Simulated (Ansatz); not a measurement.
Relaxed-ion elastic tensor of BW in space group I4_1/amd (No. 141; B on 8e, W on 8e) in GPa (Voigt order), the program Ansatz at the PBEsol level (PAW); density 15.76 g/cm³, 10.26 Å³ per atom.

|  | 1 | 2 | 3 | 4 | 5 | 6 |
|---|---|---|---|---|---|---|
| 1 | 589 | 245 | 243 | 0.0 | 0.0 | 0.0 |
| 2 | 245 | 589 | 243 | 0.0 | 0.0 | 0.0 |
| 3 | 243 | 243 | 603 | 0.0 | 0.0 | 0.0 |
| 4 | 0.0 | 0.0 | 0.0 | 240 | 0.0 | 0.0 |
| 5 | 0.0 | 0.0 | 0.0 | 0.0 | 240 | 0.0 |
| 6 | 0.0 | 0.0 | 0.0 | 0.0 | 0.0 | 270 |

**Question.** Is the crystal mechanically stable?

**Answer.** Yes: the smallest eigenvalue of C is 240 GPa.

**Question.** Work out the Voigt, Reuss and Hill averages.

**Answer.** K_V = 360, K_R = 360, K_H = 360; G_V = 220, G_R = 213, G_H = 217 GPa.

**Question.** Give Young's modulus, Poisson's ratio, Pugh's ratio and the universal anisotropy index.

**Answer.** E = 9KG/(3K + G) = 542 GPa; ν = 0.25; K/G = 1.66 (near the Pugh limit of 1.75, no verdict); A_U = 5G_V/G_R + K_V/K_R − 6 = 0.17.

**Question.** Estimate the sound speeds and the Debye temperature.

**Answer.** v_l = √((K + 4G/3)/ρ) = 6420 m/s, v_t = √(G/ρ) = 3710 m/s, mean 4120 m/s; Θ = (h/k)(3n/4πV)^(1/3) v_m = 564 K.

**Question.** Solve the Christoffel equation for the three sound speeds along x, y, z.

**Answer.** Eigenvalues of C_ijkl n_j n_l equal ρv². In km/s, slowest first: x 3.91, 4.14, 6.11; y 3.91, 4.14, 6.11; z 3.91, 3.91, 6.18.

**Question.** How much does each axis shrink under pressure?

**Answer.** Linear compressibilities β_i = Σ_j S_ij (j = 1 to 3): x 0.94, y 0.94, z 0.90 per TPa.

The first step of the workflow began from a Materials Project structure, measured or hypothetical; the Crystallography Open Database files this formula in space group No. 141, but the cells were not matched. Its standing as an ambient phase is unchecked. The cell was relaxed with PBEsol under the symmetry of its start; whether a distortion lowers the energy is not shown. No spin polarisation was allowed. As this level gives no gap, shear constants depend on the k-mesh and smearing (Fermi–Dirac, 0.1 eV here). Scalar-relativistic: spin–orbit coupling is off unless named, which matters more the heavier the elements.

Potentials: the later of the program's two PAW sets.
